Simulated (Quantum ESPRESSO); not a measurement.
**Computed NMR tensors in GaN**

```
CELL_PARAMETERS angstrom
      0.00000     2.25350     2.25350
      2.25350     0.00000     2.25350
      2.25350     2.25350     0.00000
ATOMIC_POSITIONS crystal
  Ga 0.00000 0.00000 0.00000
  N  0.75000 0.75000 0.75000
```
The geometry is a computed Materials Project entry, not a measured one. It is GaN in F-43m. Stability against distortions was not tested.

Shieldings are absolute and leave out the bulk-susceptibility term; a larger σ means a smaller chemical shift. By our sweeps, such settings leave a few ppm in absolute σ on light atoms and up to some 20 ppm from Zn on.

Task: What do the calculations give at each independent site (shieldings by PBE GIPAW (a modified build of Quantum ESPRESSO, JTH PAW datasets), 25 Ha, k-mesh 10×10×10 shifted, f-sum rule met within 0.01 %)?

Result: 
| site | site symmetry | σ_iso (ppm) |
|---|---|---|
| Ga (atom 1) | -43m | 1318 |
| N (atom 2) | -43m | 111 |
